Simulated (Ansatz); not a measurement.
Al2Mo3C:
```cif
data_C4Al8Mo12
_chemical_formula_sum 'Al8 Mo12 C4'
_space_group_name_H-M_alt 'P 1'
_space_group_IT_number 1
_cell_length_a 6.85233
_cell_length_b 6.85233
_cell_length_c 6.85233
_cell_angle_alpha 90.000
_cell_angle_beta 90.000
_cell_angle_gamma 90.000
loop_
_space_group_symop_operation_xyz
  'x, y, z'
loop_
_atom_site_label
_atom_site_type_symbol
_atom_site_fract_x
_atom_site_fract_y
_atom_site_fract_z
_atom_site_occupancy
Al1 Al 0.56679 0.43321 0.93321 1
Al2 Al 0.81679 0.31679 0.18321 1
Al3 Al 0.93321 0.56679 0.43321 1
Al4 Al 0.68321 0.68321 0.68321 1
Al5 Al 0.06679 0.06679 0.06679 1
Al6 Al 0.31679 0.18321 0.81679 1
Al7 Al 0.43321 0.93321 0.56679 1
Al8 Al 0.18321 0.81679 0.31679 1
Mo1 Mo 0.62500 0.29845 0.54845 1
Mo2 Mo 0.95155 0.37500 0.79845 1
Mo3 Mo 0.87500 0.70155 0.04845 1
Mo4 Mo 0.54845 0.62500 0.29845 1
Mo5 Mo 0.12500 0.20155 0.45155 1
Mo6 Mo 0.45155 0.12500 0.20155 1
Mo7 Mo 0.37500 0.79845 0.95155 1
Mo8 Mo 0.04845 0.87500 0.70155 1
Mo9 Mo 0.79845 0.95155 0.37500 1
Mo10 Mo 0.29845 0.54845 0.62500 1
Mo11 Mo 0.20155 0.45155 0.12500 1
Mo12 Mo 0.70155 0.04845 0.87500 1
C1 C 0.87500 0.12500 0.62500 1
C2 C 0.12500 0.62500 0.87500 1
C3 C 0.62500 0.87500 0.12500 1
C4 C 0.37500 0.37500 0.37500 1
```

Relaxed with r²SCAN.

Q: Tabulate the valence density and the electron localisation function along the shortest Al–Al contact (2.55 Å), r²SCAN (plane waves, PAW; program Ansatz).

A: 

```
distance from Al (Å)  density (e/Å³)   ELF
--------------------  --------------  ----
0.26                            0.06  0.06
0.38                            0.07  0.01
0.51                            0.10  0.02
0.64                            0.14  0.11
0.77                            0.20  0.29
0.89                            0.23  0.46
1.02                            0.25  0.56
1.15                            0.26  0.60
1.28                            0.26  0.61
1.40                            0.26  0.60
1.53                            0.25  0.56
1.66                            0.23  0.46
1.79                            0.20  0.29
1.91                            0.14  0.11
2.04                            0.10  0.02
2.17                            0.07  0.01
2.30                            0.06  0.07
```

The density is the valence pseudo-density with augmentation charge, so density and ELF within about 1 Å of a nucleus are not all-electron values.

Space group P4_132. The workflow started from a Materials Project entry (that database holds measured and hypothetical structures alike); the Crystallography Open Database copy checked does not list it. Its standing as an ambient phase is unchecked. The cell was relaxed with r²SCAN under the symmetry of its start; whether a distortion lowers the energy is not shown. No spin polarisation was allowed.

Potentials: the later of the program's two PAW sets.
